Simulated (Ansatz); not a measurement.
Bands of BiP

```
CELL_PARAMETERS angstrom
0.00000 2.92388 2.92388
2.92388 0.00000 2.92388
2.92388 2.92388 0.00000
ATOMIC_POSITIONS crystal
Bi 0.00000 0.00000 0.00000
P 0.50000 0.50000 0.50000
```

Atoms are numbered in the order listed.

The conventional cell has a = 5.848 Å, b = 5.848 Å, c = 5.848 Å, α = 90.00°, β = 90.00°, γ = 90.00°. Bi (atom 1) is surrounded by 6 P at 2.92 Å. P (atom 2) is surrounded by 6 Bi at 2.92 Å.

The cell was built from the rocksalt type and relaxed in the same program, and has space group Fm-3m; it needn't be a known or the stable phase.

Spin–orbit coupling is left out, though it moves levels of the heavy atoms by tenths of an eV or more.

Method: DFT, PBE, all-electron LAPW, scalar-relativistic in Ansatz 0.2.0.

Numerical set-up: a Γ-centred 12×12×12 k mesh, Fermi–Dirac smearing of 0.05 eV, basis error target 0.25 meV/atom, no spin polarisation.

Points in fractions of the reciprocal vectors of this cell: Γ (0, 0, 0), X (0.5, 0, 0.5), U (0.625, 0.25, 0.625), K (0.375, 0.375, 0.75), L (0.5, 0.5, 0.5), W (0.5, 0.25, 0.75). The path joins them by straight lines in the order Γ–X–U–K–Γ–L–W–X; legs that retrace an earlier one aren't tabulated. Energies are in eV from the top of the valence band.

(1) List the levels at L between -5 and 4 eV.

(2) List the levels at K between -5 and 4 eV.

(3) List the levels at U between -5 and 4 eV.

(4) What is the band gap?

Answers

(1) -0.92 (×2), 0.00, 0.05, 0.06 (×2).

(2) -3.09, -2.83, 3.43, 3.51.

(3) -3.09, -2.83, 3.43, 3.51.

(4) 0.05 eV, direct at L (0.5, 0.5, 0.5) (so small a gap may close at points that the mesh and path miss).
